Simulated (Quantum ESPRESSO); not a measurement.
Band energies of NaAuO2 at +2 % isotropic strain

```
CELL_PARAMETERS angstrom
      3.37819    -1.53640    -0.01997
      3.37819     1.53640    -0.01997
     -3.01198     0.00000     5.49666
ATOMIC_POSITIONS crystal
  O  0.08880 0.08880 0.23876
  O  0.91120 0.91120 0.76124
  Na 0.50000 0.50000 0.50000
  Au 0.50000 0.50000 0.00000
```

norm-conserving PBEsol (Quantum ESPRESSO, 88 Ry, no spin-orbit coupling); path XΓY,LΓZ,NΓM,RΓ; energies in eV from the valence-band maximum.

```
k (1/Å)  point  band 16  band 17  band 18  band 19  band 20  band 21  band 22  band 23
-------  -----  -------  -------  -------  -------  -------  -------  -------  -------
0.00         X    -2.86    -2.48    -1.64    -1.13    -0.16     2.65     5.08     5.42
0.35              -2.80    -2.44    -1.68    -1.38    -0.17     2.66     3.99     7.08
0.82              -2.38    -2.29    -1.97    -1.57    -0.13     2.67     2.80     6.63
0.93         Γ    -2.38    -2.22    -2.03    -1.57    -0.13     2.67     2.73     6.54
1.28              -2.50    -2.44    -2.04    -1.99    -0.10     2.76     3.63     5.66
1.51         Y    -2.79    -2.48    -2.07    -2.03    -0.09     2.81     4.46     4.88
1.51         L    -2.86    -2.56    -2.35    -1.08    -0.29     2.77     5.09     6.48
1.93              -2.70    -2.49    -2.18    -1.38    -0.24     2.74     4.36     6.83
2.36              -2.39    -2.35    -1.92    -1.65    -0.14     2.68     2.97     6.65
2.57         Γ    -2.38    -2.22    -2.03    -1.57    -0.13     2.67     2.73     6.54
2.78              -3.05    -1.78    -1.67    -1.57    -0.23     2.44     3.09     6.83
3.09              -3.07    -2.04    -1.40    -0.86    -0.71     1.88     4.41     7.70
3.51              -3.31    -2.59    -1.91    -1.53    -0.12     1.79     5.46     7.56
3.72         Z    -3.31    -3.04    -1.98    -1.71    -0.01     1.82     5.45     7.36
3.72         N    -3.36    -3.03    -1.98    -1.70    -0.02     1.76     5.63     7.42
3.83              -3.45    -2.79    -1.97    -1.65    -0.05     1.75     5.65     7.45
4.25              -2.91    -2.31    -1.42    -0.93    -0.63     1.72     4.98     7.75
4.57              -3.22    -1.80    -1.51    -1.34    -0.35     2.21     3.52     7.09
4.89         Γ    -2.38    -2.22    -2.03    -1.57    -0.13     2.67     2.73     6.54
4.99              -2.66    -2.00    -1.93    -1.57    -0.15     2.61     2.82     6.60
5.37              -3.13    -1.99    -1.36    -0.96    -0.62     1.88     4.31     7.51
5.76              -3.08    -2.60    -1.76    -1.40    -0.23     1.70     5.62     7.78
6.05         M    -3.36    -3.03    -1.98    -1.70    -0.02     1.76     5.63     7.42
6.05         R    -3.31    -3.04    -1.98    -1.71    -0.01     1.82     5.45     7.36
6.37              -2.97    -2.60    -1.75    -1.35    -0.25     1.77     5.38     7.79
6.79              -3.19    -1.86    -1.41    -1.11    -0.52     2.03     3.94     7.43
7.21         Γ    -2.38    -2.22    -2.03    -1.57    -0.13     2.67     2.73     6.54
```

The PBEsol gap is 1.09 eV; at least one edge lies off the plotted path, at a point of the SCF mesh. The smallest direct gap is 1.46 eV.

Spin-orbit coupling is left out, which matters for elements this heavy: edges can move by tenths of an eV.

Geometry strained from the cell relaxed with PBEsol, atoms relaxed again.

The structure is a Materials Project entry; no match was found in the copy of COD used, and its stability was not checked.
